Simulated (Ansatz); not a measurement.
NiBi3 (Cu3Au type, space group No. 221) at seven volumes, the program Ansatz at the r²SCAN level (PAW), scaled uniformly. One row is withheld.

| V (Å³/atom) | P (GPa) |
|---|---|
| 23.688 | 7.48 |
| 24.469 | 4.57 |
| 25.250 | ? |
| 26.031 | 0.00 |
| 26.812 | -1.78 |
| 27.593 | -3.29 |
| 28.374 | -4.57 |

Problem. Fit the shown pressures and predict the withheld one.

Solution. P = (3/2)B₀(x^(7/2) − x^(5/2))[1 + (3/4)(B′ − 4)(x − 1)] with x = (V₀/V)^(2/3). Least squares on the six rows gives V₀ = 26.031 Å³/atom, B₀ = 64.3 GPa, B′ = 4.45. At V = 25.250, x = 1.0205 and P = 2.10 GPa. The run itself gave 2.10 GPa.

Space group Pm-3m (Cu3Au type). A made-up cell: these elements were put on the sites of a structure type; neither database checked (COD, Materials Project) lists it. Its standing as an ambient phase is unchecked. The r²SCAN relaxation kept the symmetry of its start; its stability against distortions is not shown here. The workflow began spin-polarised and lost its moments. The cell computed holds one magnetic atom, so no antiferromagnetic order was within reach. Scalar-relativistic: spin–orbit coupling is off unless named, which matters more the heavier the elements.

Potentials: the earlier of the program's two PAW sets.
